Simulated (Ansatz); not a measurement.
Ir:
```
CELL_PARAMETERS angstrom
      0.00000     1.90547     1.90547
      1.90547     0.00000     1.90547
      1.90547     1.90547     0.00000
ATOMIC_POSITIONS crystal
  Ir 0.00000 0.00000 0.00000
```

Relaxed with LDA. Special points in fractions of this cell's reciprocal vectors: Γ (0.000, 0.000, 0.000); X (0.500, 0.000, 0.500); U (0.625, 0.250, 0.625); K (0.375, 0.375, 0.750); L (0.500, 0.500, 0.500); W (0.500, 0.250, 0.750).

Q: List the band energies nearest the Fermi level at these points for DFT-LDA in the program Ansatz with PAW potentials.

A: In eV from the Fermi level; about four levels below and three above (degenerate sets whole), none deeper than 8.9 eV; … stands for higher levels left out; points with the same levels are listed once.

```csv
k,below,above
Γ,-4.08 -4.08 -4.08,…
X,-8.22 -7.64,0.90 1.51 1.51
U,-7.23 -6.22 -3.02 -0.95,0.59 …
L,-8.40 -4.18 -4.18 -0.84,…
W,-6.51 -5.08 -5.08 -1.92,1.52 …
```

Space group Fm-3m (fcc (Cu type)). The cell was relaxed with LDA under the symmetry of its start. The run is not spin-polarised. Spin–orbit coupling is left out wherever it is not named.

Potentials: the earlier of the program's two PAW sets.
